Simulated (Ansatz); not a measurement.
SnO:
```cif
data_O2Sn2
_chemical_formula_sum 'Sn2 O2'
_space_group_name_H-M_alt 'P4/nmm :1'
_space_group_IT_number 129
_space_group_name_Hall 'P 4ab 2ab -1ab'
_cell_length_a 3.76571
_cell_length_b 3.76571
_cell_length_c 4.65630
_cell_angle_alpha 90.000
_cell_angle_beta 90.000
_cell_angle_gamma 90.000
loop_
_space_group_symop_operation_xyz
  'x, y, z'
  '-y+1/2, x+1/2, z'
  '-x, -y, z'
  'y+1/2, -x+1/2, z'
  'x+1/2, -y+1/2, -z'
  '-y, -x, -z'
  '-x+1/2, y+1/2, -z'
  'y, x, -z'
  '-x+1/2, -y+1/2, -z'
  'y, -x, -z'
  'x+1/2, y+1/2, -z'
  '-y, x, -z'
  '-x, y, z'
  'y+1/2, x+1/2, z'
  'x, -y, z'
  '-y+1/2, -x+1/2, z'
loop_
_atom_site_label
_atom_site_type_symbol
_atom_site_symmetry_multiplicity
_atom_site_Wyckoff_symbol
_atom_site_fract_x
_atom_site_fract_y
_atom_site_fract_z
_atom_site_occupancy
Sn1 Sn 2 c 0.50000 0.00000 0.25443 1
O1 O 2 b 0.50000 0.50000 0.50000 1
```

Relaxed at zero pressure with LDA in the plane-wave PAW code Ansatz.

**Question.** The volume is lowered by 3 % and shape and atoms relax at that volume. What pressure results, and how do the axes share the change?

**Answer.** 1.3 GPa; a -0.5 %, b -0.5 %, c -2.0 %; the energy rises by 2 meV/atom.

**Question.** Give the new structure.

**Answer.** 
Space group P4/nmm, origin choice 1 (No. 129); a = 3.747 Å, b = 3.747 Å, c = 4.563 Å, α = 90.00°, β = 90.00°, γ = 90.00°

```tsv
atom	site	symmetry	x	y	z
Sn	2c	4mm	0.5000	0.0000	0.2487
O	2b	-4m2	0.5000	0.5000	0.5000
```

The phase is kept; no other phase was compared at this pressure.

The cell was relaxed with LDA under the symmetry of its start; of distortions, only those at the zone centre were tested. A crystal of weakly bound layers computed without a dispersion correction: the cell and the soft elastic constants depend strongly on that. Scalar-relativistic: spin–orbit coupling is off unless named, which matters more the heavier the elements.

Potentials: the earlier of the program's two PAW sets.
